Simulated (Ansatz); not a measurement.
HfGa:
```xyz
24
Lattice="9.1470 0.0000 0.0000 0.0000 8.4996 0.0000 0.0000 0.0000 5.6419" Properties=species:S:1:pos:R:3 pbc="T T T"
Hf     1.0156     6.3747     0.0000
Hf     8.1314     2.1249     0.0000
Hf     8.1314     2.1249     2.8210
Hf     1.0156     6.3747     2.8210
Hf     5.6403     4.0296     4.2314
Hf     3.5067     4.4699     1.4105
Hf     5.6403     0.2202     1.4105
Hf     3.5067     8.2794     4.2314
Hf     1.7756     3.1056     4.2314
Hf     7.3714     5.3940     1.4105
Hf     1.7756     1.1442     1.4105
Hf     7.3714     7.3554     4.2314
Ga     5.1605     6.3747     0.0000
Ga     3.9866     2.1249     0.0000
Ga     3.9866     2.1249     2.8210
Ga     5.1605     6.3747     2.8210
Ga     0.7941     0.4186     4.2314
Ga     8.3530     8.0809     1.4105
Ga     0.7941     3.8311     1.4105
Ga     8.3530     4.6684     4.2314
Ga     5.9503     1.1441     4.2314
Ga     3.1968     7.3555     1.4105
Ga     5.9503     3.1057     1.4105
Ga     3.1968     5.3939     4.2314
```

Relaxed with r²SCAN. Special points in fractions of this cell's reciprocal vectors: Γ (0.000, 0.000, 0.000); X (0.500, 0.000, 0.000); S (0.500, 0.500, 0.000); Y (0.000, 0.500, 0.000); Z (0.000, 0.000, 0.500); U (0.500, 0.000, 0.500); R (0.500, 0.500, 0.500); T (0.000, 0.500, 0.500).

### Question
List the band energies nearest the Fermi level at these points for DFT-r²SCAN in the program Ansatz with PAW potentials.

### Answer
In eV from the Fermi level; about four levels below and three above (degenerate sets whole), none deeper than 8.9 eV; points with the same levels are listed once.

| k | below | above |
|---|---|---|
| Γ | -0.48 -0.42 -0.24 -0.23 | 0.03 0.12 0.42 |
| X | -0.59 -0.41 -0.40 -0.32 | 0.04 0.11 0.57 |
| S | -0.77 -0.77 -0.56 -0.56 | 0.21 0.21 0.33 0.33 |
| Y | -0.56 -0.56 -0.11 -0.11 | 0.63 0.63 0.70 0.70 |
| Z | -0.61 -0.61 -0.04 -0.04 | 0.31 0.31 0.64 0.64 |
| U | -0.72 -0.72 -0.57 -0.57 | 0.12 0.12 0.19 0.19 |
| R | -0.30 -0.30 -0.30 -0.30 | 0.29 0.29 0.29 0.29 |
| T | -0.55 -0.55 -0.55 -0.55 | 0.53 0.53 0.53 0.53 |

Space group Pbcm. The first step of the workflow began from a Materials Project structure, measured or hypothetical; the Crystallography Open Database files this formula in space group No. 57, but the cells were not matched. Its standing as an ambient phase is unchecked. The r²SCAN relaxation kept the symmetry of its start; its stability against distortions is not shown here. The run is not spin-polarised. Spin–orbit coupling is left out wherever it is not named.

Potentials: the later of the program's two PAW sets.
